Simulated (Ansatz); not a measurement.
Given:

Cu:
```
Cu
1.0
    0.00000     2.62583     2.62583
    2.62583     0.00000     2.62583
    2.62583     2.62583     0.00000
Cu
2
Direct
  0.00000   0.00000   0.00000
  0.25000   0.25000   0.25000
```

This is the r²SCAN-relaxed structure.

Problem. All from DFT-r²SCAN in the program Ansatz with PAW potentials, unless another level is named. Give the bulk modulus (Birch–Murnaghan fit).

Solution. 652 kbar.

Problem. What about the elastic constants (relaxed ions, GPa)?

Solution. C11 = 48.9, C12 = 73.6, C44 = -31.5.

Space group Fd-3m (diamond). The start of the workflow was typed in or built on a structure type; neither database checked (COD, Materials Project) lists it. It is not the phase usual at ambient conditions (space group No. 225). The cell was relaxed with r²SCAN under the symmetry of its start. At this level the phase is mechanically unstable. The run is not spin-polarised. As this level gives no gap, shear constants depend on the k-mesh and smearing (Fermi–Dirac, 0.1 eV here).

Potentials: the later of the program's two PAW sets.
